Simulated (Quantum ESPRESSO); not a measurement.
LiC (space group Immm, No. 71) has an indirect gap of 3.14 eV with PBEsol (pw.x of Quantum ESPRESSO, ONCV potentials, no spin-orbit coupling). After an isotropic strain (on all lattice vectors, atoms relaxed) the gap is indirect, 3.20 eV.

Q: Which strain was applied?
(A) -0.7 %
(B) -3 %
(C) -1.5 %
(D) +2 %
(E) +1 %

A: E, +1 %. Gaps found: -3 %: 2.95 eV (indirect); -1.5 %: 3.05 eV (indirect); -0.7 %: 3.10 eV (indirect); 0 %: 3.14 eV (indirect); 1 %: 3.20 eV (indirect); 2 %: 3.25 eV (indirect).
